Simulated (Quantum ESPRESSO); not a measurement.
# Moving one atom in MgCa2ZnO4

The results below are calculated, not measured. They come from pw.x of Quantum ESPRESSO 7.5, a plane-wave density functional program, with PseudoDojo standard norm-conserving files (v0.5 for PBE, v0.4.1 for LDA and PBEsol). The cells are made up: elements, strain and atom displacements were drawn at random, and nothing was relaxed. There is no spin polarisation, spin-orbit coupling or dispersion term.

The cell has 8 sites of a rocksalt lattice. Sites 1 to 4 hold Mg Ca Zn Ca; sites 5 to 8 hold O O O O. Cell vectors in Å: (4.677, 0.003, -0.011); (0.003, 4.680, -0.014); (-0.011, -0.014, 4.555). Settings: PBE, cutoff 1143 eV, 4 x 4 x 4 k mesh shifted by half a step, Fermi-Dirac smearing of 0.025 eV.

Each run shifts the Ca atom on site 4 along y and leaves all else fixed. Site 5 is one of its nearest neighbours. E is the free energy of the cell above the lowest run shown.

| run | shift (Å) | Fy on site 4 (eV/Å) | Fy on site 5 (eV/Å) | P (GPa) | E (meV) |
| --- | --- | --- | --- | --- | --- |
| 1 | -0.0982 | 1.149 | -1.329 | -1.59 | 68.6 |
| 3 | -0.0369 | 0.551 | -0.977 | -1.92 | 16.9 |
| 4 | -0.0192 | 0.392 | -0.888 | -2.00 | 8.6 |
| 5 | 0.0183 | 0.069 | -0.714 | -2.11 | 0.0 |
| 6 | 0.0548 | -0.235 | -0.555 | -2.17 | 3.1 |
| 7 | 0.1428 | -0.981 | -0.172 | -2.15 | 56.2 |
| 2 | -0.0631 | ? | ? | ? | ? |

A rerun of one of these cells at 1437 eV and k mesh 6 x 6 x 6 moved values by no more than 0.002 eV in the cell's energy, 0.04 GPa in stress and 0.003 eV/Å in force.

## Worked fit

A parabola through the six runs shown gives Fy on site 4 = 0.228 - 8.94 u + 3.6 u² eV/Å, with u in Å and a scatter of 0.015 eV/Å. Minus the slope, 8.94 ± 0.35 eV/Å², is this atom's force constant along y at u = 0, with its periodic images moving too. The fitted force vanishes at u = 0.026 Å, where the energy should be lowest along this line. The error is the larger of the fit's own and the change that a cubic makes, rounded up.

## Withheld run

Question: what Fy on site 4 should run 2 give?

The fit gives 0.806 eV/Å. The calculation gave 0.796 eV/Å.

| run | shift (Å) | Fy on site 4 (eV/Å) | Fy on site 5 (eV/Å) | P (GPa) | E (meV) |
| --- | --- | --- | --- | --- | --- |
| 2 | -0.0631 | 0.796 | -1.117 | -1.80 | 34.5 |